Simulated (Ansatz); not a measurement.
**Compressing VPt3: a fit and a missing row**

VPt3, Pm-3m, a = 3.899 Å. The structure is a COD entry; whether it is the stable form wasn't checked. Ansatz: r2SCAN, PAW, 500 eV, Γ-centred 12×12×12 mesh on 4 atoms, Gaussian smearing 0.10 eV; collinear spin, largest moment 1.7 μB. Symmetry fixes shape and atoms, so the cell is only scaled; pressure is positive in compression.

| V (Å³/atom) | P (GPa) |
| --- | --- |
| 13.041 | ? |
| 13.486 | 29.97 |
| 13.930 | 18.07 |
| 14.375 | 8.21 |
| 14.820 | 0.01 |
| 15.264 | -6.83 |
| 15.709 | -12.51 |
| 16.302 | -18.56 |

Q: Take V0 = 14.820 Å³/atom, count pressures from its P0 = 0.01 GPa, fit the third-order Birch–Murnaghan form to the other rows, and predict the missing pressure.

A: With the Eulerian strain f = ½[(V0/V)^(2/3) − 1] and y = (P − P0)/[3f(1 + 2f)^(5/2)], the form is the line y = B0 + 1.5 B0 (B0′ − 4) f. Rows (f, y): 0.03245, 263.0; 0.02108, 257.6; 0.01027, 253.0; -0.00974, 245.9; -0.01905, 241.4; -0.03078, 235.7. Means f = 0.0007050, y = 249.43; Σ(Δf)² = 0.003005, ΣΔfΔy = 1.259; the slope is their ratio. y = 249.1 + 419.0 f GPa, so B0 = 249.1 GPa and B0′ = 4 + 2 × (419.0)/(3 × 249.1) = 5.12. At V = 13.041, f = 0.04450, y = 267.75 and P = 44.25 GPa. The run gave 44.36 GPa, so the fit is 0.11 GPa too low, a small miss on the scale of the series. Note that the largest moment runs from 1.54 to 1.84 μB along the series.

The largest moment runs from 1.54 to 1.84 μB along the series, so B0 and B0′ hold the change of the moment too.

The state reached may not be the lowest one. Spin–orbit coupling is left out, which can shift energies with elements as heavy as these.